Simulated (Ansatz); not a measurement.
Given:

HfS2:
```
CELL_PARAMETERS angstrom
      3.55666     0.00000     0.00000
     -1.77833     3.08016     0.00000
      0.00000     0.00000     5.68034
ATOMIC_POSITIONS crystal
  Hf 0.00000 0.00000 0.00000
  S  0.33333 0.66667 0.25451
  S  0.66667 0.33333 0.74549
```

This is the LDA-relaxed structure. x, y and z are the axes in which the lattice vectors are written.

Task: All from the program Ansatz at the LDA level (PAW), unless another level is named. Give the zero-point energy.

Result: 39.4 meV/atom.

Task: Predict the vibrational entropy at 300 K.

Result: 30.0 J/(K·mol of atoms).

Task: And the Debye temperature from the elastic constants?

Result: 257 K.

Task: Predict the highest zone-centre frequency (without LO–TO term).

Result: 333 cm⁻¹.

Task: Give the elastic constants (relaxed ions, GPa).

Result: C11 = 151, C12 = 27.5, C13 = 7.4, C14 = -2.8, C33 = 44.9, C44 = 12.6.

Space group P-3m1 (CdI2 type). The cell was relaxed with LDA under the symmetry of its start; phonons on a q-mesh show no instability. No spin polarisation was allowed. A crystal of weakly bound layers computed without a dispersion correction: the cell and the soft elastic constants depend strongly on that. Spin–orbit coupling is left out wherever it is not named.

Potentials: the later of the program's two PAW sets.
